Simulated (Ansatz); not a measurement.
**What a change of settings does: GeMo (rocksalt type)**

First run: DFT, r2SCAN, PAW with Ansatz's default frozen-core files, scalar-relativistic (Ansatz 0.2.0).

Command: `ansatz run input.yaml --threads 1 --pin off --max-ram 2048MiB --backend cpu --events-out ev --progress --plain --runs-dir out` It took 17 s on 1 thread of Arm Neoverse N1, with other jobs on the host, peak memory 0.4 GiB.

```yaml
crystal:
  lattice:
    - [0.0, 2.4128293339, 2.4128293339]
    - [2.4128293339, 0.0, 2.4128293339]
    - [2.4128293339, 2.4128293339, 0.0]
  atoms:
    - { symbol: Mo, position: [0.0, 0.0, 0.0] }
    - { symbol: Ge, position: [0.5, 0.5, 0.5] }
kpoints:
  mp_grid: { grid: [14, 14, 14] }
scf:
  occupations: { method: fermi_dirac, width: 0.08 }
hamiltonian:
  xc: r2scan
  pseudopotentials: { kind: paw }
output:
  forces: true
  stress: true
  eigenvalues: true
  populations: true
  write_density: true
  write_potential: true
  elf: true
  volumetric_format: npy
```

The cell comes from a relaxation on PAW files under the same functional, begun from a prototype that needn't be the stable phase.

This run: volume at 0.84 of the series' base cell.

It converges in 7 SCF iterations at a pressure of 42.8 GPa, cutoff 500 eV.

The input is then changed:

```diff
   occupations: { method: fermi_dirac, width: 0.08 }
+  algorithm: density_mixing
 hamiltonian:
   pseudopotentials: { kind: paw }
+  hubbard: { sites: [{ species: Mo, l: d, u_eff: 5.0 }], double_counting: fll }
 output:
```

**Question.** Predict the outcome of the changed run.

**Answer.** It converges in 9 SCF iterations at a pressure of 40.6 GPa, cutoff 500 eV. More than one line changes, and not each need have an effect. Results part of its log:
```
SCF 1 converged in 9 iterations: F = -9262.854387 eV  dr2 = 1.70e-8
  greatest PAW one-centre occupation: 0.998 electrons in one spin orbital (limit 2), on the Ge atom at site 1 (counted from 0), in its partial waves of l = 2
SCF converged after 9 iterations
Free energy (F): -9262.854387 eV
Harris-Foulkes:  -9262.854387 eV  (|F-HF|=2.44e-8)
Internal energy: -9262.816844 eV  (E = F + TS)
E sigma→0 (E₀):  -9262.835616 eV
Entropy (-TS):   -0.037542 eV (-18.771 meV/atom)
Fermi energy:    19.818994 eV
--- Per-component energies (eV) ---
  E_band       = -93.997519
  E_kinetic    = 565.236567
  E_local      = -2709.857514  (includes V_loc(G=0)·N_el)
  E_nonlocal   = 567.486121
  E_hartree    = 1133.603776
  E_xc         = -252.157375
  E_vxc        = -330.982978  (∫ρ·V_xc dr)
  E_hubbard    = 6.052857  (on-site DFT+U / exact-exchange correction)
  E_vhub       = -2.197990  (the Hubbard potential's part of the band-sum identity)
  E_paw        = -5253.035672  (= ΣΔE_a)
  E_vpaw       = -472.228716  (= ΣTr[D̂ρ^β])
  E_aug_tail   = 0.000017  (compensation charges beyond the density's cutoff)
  E_vtau       = 21.342173  (kinetic-family band-sum trace: ∫τ·v_τ [+ j·A + Jᵃ·Aᵃ] dr)
  E_ewald      = -3318.838652
  E_core_change = -1.306969  (= ΣΔE_core)
  E_smearing   = -0.037542  (= −TS)
  E_closure    = 0.000000  (closes the sum)
  Σ components = -9262.854387   (vs F -9262.854387, Δ=0.00e0)
--- Forces (eV/Å), atoms counted from 1 ---
  atom   1  Mo    -0.00000000     0.00000000    -0.00000000
  atom   2  Ge     0.00000000    -0.00000000     0.00000000
  max |Σ_I F_I| component: 4.02e-29 eV/Å
--- Stress (GPa, compression-positive) ---
       40.626944      -0.000000       0.000000
       -0.000000      40.626944      -0.000000
        0.000000      -0.000000      40.626944
  P = ⅓ Tr σ = 40.6269 GPa (406.269 kbar)
--- Band table (eV; the first three rows and the last of 104) ---
  k-point 0: bands = ["-42.9560", "-16.3650", "-16.3650", "-16.3650", "-5.7843", "-5.7843", "-5.6997", "-5.6997", "-5.6997", "6.3777", "17.6754", "17.6754", "17.6754", "18.0221", "18.0221", "23.0630", "23.0630", "23.0630"]
  k-point 1: bands = ["-42.9545", "-16.3815", "-16.3684", "-16.3684", "-5.7786", "-5.7786", "-5.6984", "-5.6979", "-5.6979", "6.5011", "17.4704", "17.6145", "17.6145", "17.8904", "17.8904", "22.8724", "23.4820", "23.4820"]
  k-point 2: bands = ["-42.9504", "-16.4276", "-16.3778", "-16.3778", "-5.7624", "-5.7624", "-5.6947", "-5.6926", "-5.6926", "6.8643", "16.8918", "17.0364", "17.0364", "18.0919", "18.0919", "22.4568", "24.5216", "24.5216"]
  k-point 103: bands = ["-42.9179", "-16.5780", "-16.5413", "-16.5036", "-5.7476", "-5.6970", "-5.6872", "-5.6683", "-5.6413", "9.4095", "15.0941", "15.1286", "15.3835", "21.0187", "21.0797", "21.2935", "22.0380", "23.6183"]
Occupation matrices written to <dir>
--- Löwdin populations: 2 sites ---
  site symbol       q [e]
     0     Mo     14.0302
     1     Ge     13.9068
  spilling = 0.002253 (of n_electrons = 28.000000)
```
